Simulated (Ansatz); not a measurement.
Computed properties of K

K:
Space group P6₃/mmc (No. 194); a = 4.7661 Å, b = 4.7661 Å, c = 15.4301 Å, α = 90.00°, β = 90.00°, γ = 120.00°

| atom | site | symmetry | x | y | z |
|---|---|---|---|---|---|
| K | 2a | -3m. | 0.0000 | 0.0000 | 0.0000 |
| K | 2d | -6m2 | 0.6667 | 0.3333 | 0.2500 |

Space group P6_3/mmc (No. 194), dhcp (α-La type); conventional cell a = b = 4.7661 Å, c = 15.4301 Å, α = β = 90.00°, γ = 120.00°.

Method: r²SCAN+D4 in the plane-wave PAW code Ansatz. Structure relaxed to zero pressure with the same functional. Other levels are named where they apply.

Cell and energy:

Volume per atom: 75.89 Å³
Density: 0.86 g/cm³

Electronic structure:

Electronic character: metallic (no gap)
Density of states at the Fermi level: 0.78 states/eV per atom (mean over ±0.08 eV)

The workflow started from a Materials Project entry (that database holds measured and hypothetical structures alike); the Crystallography Open Database copy checked does not list it. It is not the phase usual at ambient conditions (space group No. 229). The r²SCAN+D4 relaxation kept the symmetry of its start; whether a distortion lowers the energy is not shown. The pairwise dispersion correction was not fitted to metals. Axis ratios of metals converge slowly with the k-mesh, so a and c are less sure than the volume.

Potentials: the later of the program's two PAW sets.
